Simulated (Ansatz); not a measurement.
## Putting Li into Ba$_{2}$SrN$_{2}$

Theory: DFT PBE+D3(BJ), scalar-relativistic, plane waves, PAW (Ansatz).

Settings: cutoff 420 eV, Γ-centred mesh 12×12×4 on the computed 5-atom cell, Gaussian smearing of 0.10 eV; no spin polarisation for the host; each changed cell takes a mesh and smearing chosen by its own gap and starts from the host's moments or customary ones, or runs without spin. Cells and atoms are relaxed to the nearest stationary point that keeps the symmetry of their start (forces under 0.02 to 0.04 eV/Å, stress under 0.1 to 0.2 GPa); energies are at zero smearing, without zero-point or thermal terms.

Relaxed host (gap on the mesh 0 eV):

```yaml
crystal:
  lattice:
    - [3.85056, 0.00000, 0.00000]
    - [-1.92528, 3.33468, 0.00000]
    - [0.00000, 0.00000, 9.87564]
  atoms:
    - { symbol: Ba, position: [0.66667, 0.33333, 0.19951] }
    - { symbol: Ba, position: [0.33333, 0.66667, 0.80049] }
    - { symbol: Sr, position: [0.00000, 0.00000, 0.50000] }
    - { symbol: N, position: [0.66667, 0.33333, 0.67069] }
    - { symbol: N, position: [0.33333, 0.66667, 0.32931] }
```

Cases: (1) 1 Li in a 1×1×1 repeat of the cell, at (0.000 0.000 0.000) in fractions of that repeat, 2.97 Å from the nearest atom of the relaxed host; (2) 1 Li in a 2×1×1 repeat of the cell, at (0.000 0.000 0.000) in fractions of that repeat, 2.97 Å from the nearest atom of the relaxed host.

**Question.** Give the energy per Li taken from Li metal (negative: uptake is favourable), the mean voltage, the swelling and the final surroundings.

**Answer.**
| case | formula | energy per Li (eV) | mean voltage (V) | ΔV (%) | principal strains (%) | nearest host atoms of the first Li | gap (eV) |
| --- | --- | --- | --- | --- | --- | --- | --- |
| 1 | Ba2SrLiN2 | 0.35 | -0.35 | +22.3 | +24.9 -1.0 -1.0 | 6 (Ba) from 3.87 Å | 0 |
| 2 | Ba4Sr2LiN4 | 0.74 | -0.74 | +18.2 | +19.0 0.0 -0.6 | 6 (Ba) from 3.65 Å | 0 |

Each ion keeps what symmetry its start has, so a lower place off a symmetric site can be missed, above all for H.

Voltages count 1 electron per Li and hold for the ions inside the host, not for its break-up into other phases.

Relaxed structure of case 1, the lowest per ion:

```cif
data_structure
_symmetry_space_group_name_H-M 'P-3m1'
_symmetry_Int_Tables_number 164
_cell_length_a 3.8110
_cell_length_b 3.8110
_cell_length_c 12.3309
_cell_angle_alpha 90.000
_cell_angle_beta 90.000
_cell_angle_gamma 120.000
_cell_volume 155.10
loop_
_atom_site_label
_atom_site_type_symbol
_atom_site_symmetry_multiplicity
_atom_site_Wyckoff_symbol
_atom_site_fract_x
_atom_site_fract_y
_atom_site_fract_z
_atom_site_occupancy
Ba1 Ba 2 d 0.66667 0.33333 0.75807 1
Sr1 Sr 1 a 0.00000 0.00000 0.00000 1
N1 N 2 d 0.66667 0.33333 0.13609 1
Li1 Li 1 b 0.00000 0.00000 0.50000 1
```

Spin-orbit coupling is left out. Spin polarisation was left out, and a magnetic state may lie lower.

Cost: 3 runs of about 7.7 core-minutes in all, on Arm Neoverse V1 (shared hosts).